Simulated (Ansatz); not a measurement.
# Fields on a plane of Cs2LiYCl6 (space group Fm-3m)

```
Cs2LiYCl6
1.0
    0.00000     5.24701     5.24701
    5.24701     0.00000     5.24701
    5.24701     5.24701     0.00000
Cs Li Y Cl
2 1 1 6
Direct
  0.75000   0.75000   0.75000
  0.25000   0.25000   0.25000
  0.50000   0.50000   0.50000
  0.00000   0.00000   0.00000
  0.74897   0.25103   0.25103
  0.25103   0.74897   0.74897
  0.25103   0.74897   0.25103
  0.74897   0.25103   0.74897
  0.25103   0.25103   0.74897
  0.74897   0.74897   0.25103
```

The slice is a {111} plane (indices of the conventional cell) through the point (0.251, 0.251, 0.749) (fractional), spanned by u = [100] and v = [-1 2 0] in vectors of this cell: u (7.42 Å) and v (12.85 Å, at 90° to u). It covers one period; positions are fractions (u, v).

Atoms on it: Cs at (0.25, 0.75); Cs at (0.75, 0.25); Cl at (0.25, 0.25); Cl at (0.75, 0.75); Cl at (0.50, 0.00); Cl at (1.00, 0.50); Cl at (0.00, 0.00); Cl at (0.50, 0.50).

These are r2SCAN (plane waves to 500 eV, PAW, scalar-relativistic; Ansatz, a program for electronic structure) values and carry that method's errors. k mesh 6×6×6. Inside the PAW spheres the values are not all-electron values, and peaks at nuclei hang on which shells count as valence. Cs2LiYCl6 is run without spin polarisation. Cs2LiYCl6 was relaxed with its symmetry unable to fall.

```tsv
v \ u	0.00	0.14	0.29	0.43	0.57	0.71	0.86
0.88	5.4	4.1	2.9	5.1	5.0	2.1	3.7
0.75	4.3	x	x	-1.2	4.8	x	x
0.62	5.8	4.0	2.8	5.2	6.1	5.2	5.8
0.50	x	0.9	4.1	x	x	5.7	0.8
0.38	5.4	3.6	2.2	5.0	5.1	2.9	4.1
0.25	4.4	x	x	4.9	-1.5	x	x
0.12	5.8	5.7	5.2	6.1	5.2	2.7	4.0
0.00	x	1.2	5.7	x	x	4.1	0.6
```

Values: electrostatic potential energy of an electron, from the cell's mean, in eV. Points within 1 Å of a nucleus are blanked (x), as the pseudised field means little there. Values under -2 eV are set to -2. The zero, the cell's mean, hangs on the PAW cores.

```
|@@#++#@@@#++#@|
|%#+==+#%#*++*#|
|++++++++++++++|
|=+#%%#+=+*%#*+|
|=*%@@%*=*%@@%*|
|+#@##@#+*@%@@*|
|=*%@@%*=*%@@%*|
|=+#%%#+=+*##*+|
|++++++++++++++|
|%#+==+#%#+==+#|
|@@#++#@@@#++#@|
| @%++%@ @%++%@|
|@@#++#@@@#++#@|
|%#*++*#%#+==+#|
|++++++++++++++|
|=+*%#*+=+#%%#+|
|=*%@@%*=*%@@%*|
|+*@%@@*+#@##@#|
|=*%@@%*=*%@@%*|
|=+*##*+=+#%%#+|
|++++++++++++++|
|%#+==+#%#+==+#|
|@@#++#@@@#++#@|
| @%++%@ @%++%@|
```
Scale: ten equal steps from -3.00 (start of ' ') to 0.26 (end of '@'), in the order ' .:-=+*#%@'. Values: log₁₀ of the valence density in e/Å³. The map has 14 points along u (one character each, u = 0 at the left) and 24 along v (v = 0 in the bottom row). The scale is logarithmic, as a density can span decades between atoms and voids; values under 0.001 e/Å³ are set to 0.001.
